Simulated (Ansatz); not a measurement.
IrPtN₂:
```cif
data_Ir3N6Pt3
_chemical_formula_sum 'Ir3 Pt3 N6'
_space_group_name_H-M_alt 'R-3m :H'
_space_group_IT_number 166
_space_group_name_Hall '-R 3 2"'
_cell_length_a 2.98499
_cell_length_b 2.98499
_cell_length_c 18.64655
_cell_angle_alpha 90.000
_cell_angle_beta 90.000
_cell_angle_gamma 120.000
loop_
_atom_site_label
_atom_site_type_symbol
_atom_site_symmetry_multiplicity
_atom_site_Wyckoff_symbol
_atom_site_fract_x
_atom_site_fract_y
_atom_site_fract_z
_atom_site_occupancy
Ir1 Ir 3 b 0.00000 0.00000 0.50000 1
Pt1 Pt 3 a 0.00000 0.00000 0.00000 1
N1 N 6 c 0.00000 0.00000 0.10612 1
```
(The calculation used a cell of 4 atoms; values per cell refer to that cell.)

Relaxed at zero pressure with PBE in the plane-wave PAW code Ansatz.

Task: The volume is lowered by 3 % and shape and atoms relax at that volume. What pressure results, and how do the axes share the change?

Result: 6.6 GPa; a -1.6 %, b -1.6 %, c 0.2 %; the energy rises by 7 meV/atom.

Task: Give the new structure.

Result: 
Space group R-3m, hexagonal axes (No. 166); a = 2.937 Å, b = 2.937 Å, c = 18.688 Å, α = 90.00°, β = 90.00°, γ = 120.00°

| atom | site | symmetry | x | y | z |
|---|---|---|---|---|---|
| Ir | 3b | -3m | 0.0000 | 0.0000 | 0.5000 |
| Pt | 3a | -3m | 0.0000 | 0.0000 | 0.0000 |
| N | 6c | 3m | 0.0000 | 0.0000 | 0.1051 |

The phase is kept; no other phase was compared at this pressure.

The start of the workflow was typed in or built on a structure type; neither database checked (COD, Materials Project) lists it. Whether it is the stable phase at ambient conditions was not checked. The cell was relaxed with PBE under the symmetry of its start; its stability against distortions is not shown here. The workflow began spin-polarised and lost its moments. Its formation energy is positive at this level, so the cell may be metastable or incomplete. Scalar-relativistic: spin–orbit coupling is off unless named, which matters more the heavier the elements.

Potentials: the earlier of the program's two PAW sets.
